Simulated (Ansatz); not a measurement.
Ge:
Space group I4₁32 (No. 214); a = 6.776 Å, b = 6.776 Å, c = 6.776 Å, α = 90.00°, β = 90.00°, γ = 90.00°

```tsv
atom	site	symmetry	x	y	z
Ge	8a	.32	0.1250	0.1250	0.1250
```
(The calculation used a cell of 4 atoms; values per cell refer to that cell.)

Relaxed with r²SCAN.

Problem. Tabulate the valence density and the electron localisation function along the shortest Ge–Ge contact (2.40 Å), r²SCAN in the plane-wave PAW code Ansatz.

Solution. 

```
distance from Ge (Å)  density (e/Å³)   ELF
--------------------  --------------  ----
0.24                           29.13  0.01
0.36                           13.51  0.03
0.48                            5.33  0.10
0.60                            2.19  0.23
0.72                            1.14  0.37
0.84                            0.74  0.46
0.96                            0.59  0.54
1.08                            0.53  0.64
1.20                            0.52  0.69
1.32                            0.54  0.64
1.44                            0.59  0.54
1.56                            0.74  0.46
1.68                            1.14  0.37
1.80                            2.19  0.23
1.92                            5.34  0.10
2.04                           13.51  0.03
2.16                           29.16  0.01
```

The density is the valence pseudo-density with augmentation charge, so density and ELF within about 1 Å of a nucleus are not all-electron values.

Space group I4_132. The start of the workflow was typed in or built on a structure type; neither database checked (COD, Materials Project) lists it. It is not the phase usual at ambient conditions (space group No. 227). Symmetry was held in the r²SCAN relaxation; whether a distortion lowers the energy is not shown. The volume moved by 42 % from the start of the relaxation.

Potentials: the later of the program's two PAW sets.
